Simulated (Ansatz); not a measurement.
Nb:
```xyz
1
Lattice="0.0000 2.0851 2.0851 2.0851 0.0000 2.0851 2.0851 2.0851 0.0000" Properties=species:S:1:pos:R:3 pbc="T T T"
Nb     0.0000     0.0000     0.0000
```

Relaxed with PBEsol. Special points in fractions of this cell's reciprocal vectors: Γ (0.000, 0.000, 0.000); X (0.500, 0.000, 0.500); U (0.625, 0.250, 0.625); K (0.375, 0.375, 0.750); L (0.500, 0.500, 0.500); W (0.500, 0.250, 0.750).

### Question
List the band energies nearest the Fermi level at these points for DFT-PBEsol with spin–orbit coupling in the program Ansatz with PAW potentials.

### Answer
In eV from the Fermi level; about four levels below and three above (degenerate sets whole), none deeper than 8.9 eV; points with the same levels are listed once.

| k | below | above |
|---|---|---|
| Γ | -6.33 -6.33 | 0.01 0.01 0.01 0.01 |
| X | -4.30 -4.30 -3.53 -3.53 | 3.74 3.74 4.82 4.82 |
| U | -3.30 -3.30 -2.34 -2.34 | 0.59 0.59 2.83 2.83 |
| L | -0.22 -0.22 -0.10 -0.10 | 1.47 1.47 4.81 4.81 |
| W | -1.22 -1.22 -1.15 -1.15 | 1.89 1.89 5.47 5.47 |

Space group Fm-3m (fcc (Cu type)). The workflow started from an entry of the Crystallography Open Database (COD), which files this formula under 2 space groups. It is not the phase usual at ambient conditions (space group No. 229). The cell was relaxed with PBEsol under the symmetry of its start. At this level the phase is mechanically unstable. No spin polarisation was allowed.

Potentials: the earlier of the program's two PAW sets.
